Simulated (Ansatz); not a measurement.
In PBEsol in the plane-wave PAW code Ansatz, MgAlNO in the trigonal phase (P3m1; Al on 1b, Mg on 1c, O on 1b, N on 1c) relaxes to a = 3.180 Å, c = 5.083 Å. Al has 4 nearest neighbours from 1.84 Å (tetrahedral); Mg has 4 nearest neighbours from 1.96 Å (tetrahedral); O has 4 nearest neighbours from 1.84 Å (tetrahedral); N has 4 nearest neighbours from 1.90 Å (tetrahedral). Against the elements it lies at -2.01 eV/atom, with no fitted shifts.

The Kohn–Sham gap is 3.30 eV (direct). The valence maximum lies at Γ and the conduction minimum at Γ. The electron mass is 0.29, 0.31, 0.31 mₑ (principal values).

The bulk modulus is 154 GPa. The relaxed-ion elastic constants in GPa are C11 = 278, C12 = 113, C13 = 97.9, C14 = -0.2, C33 = 235, C44 = 63.3. The elastic constants imply a Debye temperature near 732 K. Perturbation theory gives ε∞ = 3.88 (xx = yy), 3.77 (zz). Letting the ions move raises it to ε0 = 7.17 (xx = yy), 7.97 (zz). Born charges are Al +2.46, Mg +1.93, O -2.01, N -2.38 e. Without the LO–TO term the highest mode at Γ lies at 642 cm^-1.

The start of the workflow was typed in or built on a structure type; neither database checked (COD, Materials Project) lists it. Its standing as an ambient phase is unchecked. Symmetry was held in the PBEsol relaxation; whether a distortion lowers the energy is not shown. The volume moved by -22 % from the start of the relaxation. The references are the lowest solids computed at this level, not always the standard phases (solids in place of the gases).

Potentials: the earlier of the program's two PAW sets. The files were generated under PBE; for other functionals the program regenerates the frozen cores, and for LDA and PBEsol the local potential too.
